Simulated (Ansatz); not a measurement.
LaN:
```
LaN
1.0
    3.16607     0.00000     0.00000
    0.00000     3.16607     0.00000
    0.00000     0.00000     3.16607
La N
1 1
Cartesian
  0.00000   0.00000   0.00000
  1.58304   1.58304   1.58304
```

Relaxed with r²SCAN. Special points in fractions of this cell's reciprocal vectors: Γ (0.000, 0.000, 0.000); X (0.000, 0.500, 0.000); M (0.500, 0.500, 0.000); R (0.500, 0.500, 0.500).

Question: List the band energies nearest the Fermi level at these points for DFT-r²SCAN in the program Ansatz with PAW potentials.

Answer: In eV from the Fermi level; about four levels below and three above (degenerate sets whole), none deeper than 8.9 eV; points with the same levels are listed once.

```csv
k,below,above
Γ,-0.40 -0.40,0.13 0.13 0.13
X,-3.40 -1.16 -1.16,0.71 2.71 3.21
M,-1.10 -1.10 -0.29,1.93 3.15 3.51 3.51
R,-4.46 -4.46 -4.46,3.62 3.62 3.62
```

Space group Pm-3m (CsCl type). The start of the workflow was typed in or built on a structure type; neither database checked (COD, Materials Project) lists it. COD files the formula under space group No. 225, so this cell is another polymorph or a model. Whether it is the stable phase at ambient conditions was not checked. Symmetry was held in the r²SCAN relaxation. At this level the phase is mechanically unstable. Spin–orbit coupling is left out wherever it is not named.

Potentials: the later of the program's two PAW sets.
